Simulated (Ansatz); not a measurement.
# O

```
CELL_PARAMETERS angstrom
1.42335 0.82177 3.40830
-1.42335 0.82177 3.40830
0.00000 -1.64354 3.40830
ATOMIC_POSITIONS crystal
O 0.05770 0.05770 0.05770
O 0.94230 0.94230 0.94230
```

Atom numbers follow the list: O1, O2.

The conventional cell has a = 2.847 Å, b = 2.847 Å, c = 10.225 Å, α = 90.00°, β = 90.00°, γ = 120.00°. O (atom 1) has 1 O at 1.18 Å as nearest neighbours.

The geometry is COD entry 2106431, unchecked; take it as a test cell.

Solid oxygen carries moments on its molecules; these runs leave spin out.

Computed with DFT, PBEsol, all-electron LAPW, scalar-relativistic in Ansatz 0.2.0.

Sampling and basis: a Γ-centred 10×10×10 k mesh, Fermi–Dirac smearing of 0.02 eV, basis error target 0.5 meV/atom, no spin polarisation.

```
Density of states at the Fermi level (0.2 eV bin) : 2.10 states/eV per cell
Band gap                                          : none: bands cross the Fermi level, a metal
Pressure at this cell                             : 1.83 GPa
Volume per atom                                   : 80.7 bohr³
```

(1) Predict this quantity. Largest force.

(2) Predict this quantity. Stress xx, yy, zz (compression positive).

Answers

(1) 2.239 eV/Å on O1.

(2) -8.56, -8.56, 22.62 GPa.
